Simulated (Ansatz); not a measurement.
## Compressing FeAs2: a fit and a missing row

FeAs2, Pnnm, a = 5.203 Å, b = 5.858 Å, c = 2.822 Å. The structure is a COD entry; whether it is the stable form wasn't checked. Ansatz: LDA, PAW, 420 eV, Γ-centred 8×6×12 mesh on 6 atoms, Gaussian smearing 0.01 eV; no spin polarisation. Shape and atoms are relaxed at each volume; pressure is positive in compression.

```tsv
V (Å³/atom)	P (GPa)
13.476	?
13.907	5.44
14.337	0.00
14.767	-4.59
15.197	-8.47
```

Take V0 = 14.337 Å³/atom, fit the third-order Birch–Murnaghan form to the other rows, and predict the missing pressure.

With the Eulerian strain f = ½[(V0/V)^(2/3) − 1] and y = P/[3f(1 + 2f)^(5/2)], the form is the line y = B0 + 1.5 B0 (B0′ − 4) f. Rows (f, y): 0.01025, 168.2; -0.00975, 164.8; -0.01905, 163.3. Means f = -0.006183, y = 165.43; Σ(Δf)² = 0.0004483, ΣΔfΔy = 0.07517; the slope is their ratio. y = 166.5 + 167.7 f GPa, so B0 = 166.5 GPa and B0′ = 4 + 2 × (167.7)/(3 × 166.5) = 4.67. At V = 13.476, f = 0.02108, y = 170.04 and P = 11.92 GPa. The run gave 11.88 GPa, so the fit is 0.04 GPa too high, a small miss on the scale of the series. The form still works here, 33 % of the fitted range beyond its end.